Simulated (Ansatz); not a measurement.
Data:

HfNi2:
Space group Fd-3m, origin choice 1 (No. 227); a = 6.865 Å, b = 6.865 Å, c = 6.865 Å, α = 90.00°, β = 90.00°, γ = 90.00°

| atom | site | symmetry | x | y | z |
|---|---|---|---|---|---|
| Ni | 16d | .-3m | 0.6250 | 0.6250 | 0.6250 |
| Hf | 8a | -43m | 0.0000 | 0.0000 | 0.0000 |
(The calculation used a cell of 6 atoms; values per cell refer to that cell.)

This is the r²SCAN-relaxed structure.

**Question.** All from the program Ansatz at the r²SCAN level (PAW), unless another level is named. Estimate the density of states at the Fermi level.

**Answer.** 0.57 states/eV per atom (mean over ±0.08 eV).

**Question.** Next, the formation energy from the elements (no fitted shifts)?

**Answer.** -44 kJ/mol of atoms.

The workflow started from an entry of the Crystallography Open Database (COD). Its standing as an ambient phase is unchecked. The cell was relaxed with r²SCAN under the symmetry of its start; whether a distortion lowers the energy is not shown. The workflow began spin-polarised and lost its moments. The references are the lowest solids computed at this level, not always the standard phases. Spin–orbit coupling is left out wherever it is not named.

Potentials: the later of the program's two PAW sets.
